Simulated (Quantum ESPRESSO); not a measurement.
## Ca2MgZnO4 (convergence and cost over cutoff and k mesh)

A calculation, not a measurement. The program is pw.x of Quantum ESPRESSO 7.5 (plane-wave density functional theory). The cell is made up: 8 atoms on a rocksalt lattice, with randomly drawn elements, strain and displacements, not relaxed. PseudoDojo standard norm-conserving files (v0.5 for PBE, v0.4.1 for LDA and PBEsol) set the functional; there is no spin polarisation, spin-orbit coupling or dispersion term, and the masses in the input are unused placeholders.

Input of the run in row 2:

```
&control calculation='scf', pseudo_dir='./dojo.nc.sr.pbe.v0_5.standard.upf', outdir='./o', disk_io='medium', tprnfor=.true., tstress=.true. /
&system ibrav=0, nat=8, ntyp=4, nbnd=43, ecutwfc=84.00895049, nosym=.true., tot_charge=0,
 occupations='smearing', smearing='fd', degauss=0.0018374661
/
&electrons conv_thr=7.350e-09, electron_maxstep=60, /
ATOMIC_SPECIES
Ca 1.0 Ca.upf
Mg 1.0 Mg.upf
O 1.0 O.upf
Zn 1.0 Zn.upf
CELL_PARAMETERS angstrom
4.5941 0.0053 0.0702
0.0053 4.4367 0.0305
0.0702 0.0305 4.4522
ATOMIC_POSITIONS angstrom
Ca 0.0012 -0.2075 0.0222
Ca 0.1277 2.1326 2.2301
Mg 2.2434 -0.0309 2.2068
Zn 2.2216 2.27 0.0327
O 2.3432 -0.0521 0.1698
O 2.236 2.1305 2.3261
O 4.7135 0.0169 2.0627
O 4.5568 2.2133 -0.0044
K_POINTS automatic
4 4 4 1 1 1
```

The same cell was run at these settings. Meshes are shifted by half a step, and differences are from the last row, which is itself not exact.

```
cutoff (eV)     k mesh  k points solved  threshold (eV)  free energy less the last row's (eV)  pressure (GPa)  largest stress difference (GPa)  largest force difference (eV/Å)  iterations  wall time (s)  k-point pools              processor
        800  2 x 2 x 2                4           1e-04                                 2.487          -23.94                            39.56                            0.181           9             25              1  AMD EPYC, Zen 5 class
       1143  4 x 4 x 4               32           1e-07                                 0.001           15.19                             0.04                            0.002          12            195              1  AMD EPYC, Zen 5 class
       1437  6 x 6 x 6              108           1e-07                                 0.000           15.22                             0.00                            0.000          12            895              1  AMD EPYC, Zen 5 class
```

Each pool is one process. Wall times include start-up and a band step at six k points, which weighs most on the coarsest meshes. The runs were on shared virtual cores whose load varied, so times are rough.